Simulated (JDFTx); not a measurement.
Reference run:

System: Zr(0001) (P6_3/mmc bulk; lattice of mp-131, not re-optimised at this level), 1x1 cell of 4 atoms in 4 planes, area 9.09 Å² a face, 7.8 Å between the outermost planes in a cell 23.8 Å high; k mesh 8×8×1, Fermi width 0.01 Ha, no spin polarisation.

The reference is PBE, GBRV ultrasoft potentials, plane waves to 20/100 Ha; code: JDFTx (a modified build). Unrelaxed; liquid: linear PCM (GLSSA13), water, 1 M NaCl. Potentials are on the SHE scale by the convention U = −μ/e − 4.44 V; references calibrated for a solvation model differ from this value.

```json
[
 {"cell height": "15.8 Å", "work function (eV)": "4.16", "U_pzc (V)": "-0.87", "mean C below U_pzc (μF/cm²)": "30 over 0.5 V", "k states × plane waves": "10 × 4139", "cycles, vacuum run": "13", "rough core time, vacuum run": "2 min"},
 {"cell height": "17.8 Å", "work function (eV)": "4.17", "U_pzc (V)": "-0.86", "mean C below U_pzc (μF/cm²)": "31 over 0.5 V", "k states × plane waves": "10 × 4662", "cycles, vacuum run": "14", "rough core time, vacuum run": "3 min"},
 {"cell height": "19.8 Å", "work function (eV)": "4.17", "U_pzc (V)": "-0.86", "mean C below U_pzc (μF/cm²)": "31 over 0.5 V", "k states × plane waves": "10 × 5186", "cycles, vacuum run": "15", "rough core time, vacuum run": "4 min"},
 {"cell height": "23.8 Å", "work function (eV)": "4.17", "U_pzc (V)": "-0.86", "mean C below U_pzc (μF/cm²)": "31 over 0.5 V", "k states × plane waves": "10 × 6238", "cycles, vacuum run": "19", "rough core time, vacuum run": "5 min"}
]
```

The work function stays within 0.01 eV over all these settings; capacitances repeat to about ±0.2 μF/cm². The times are rough (shared hosts); only ratios past two mean anything.
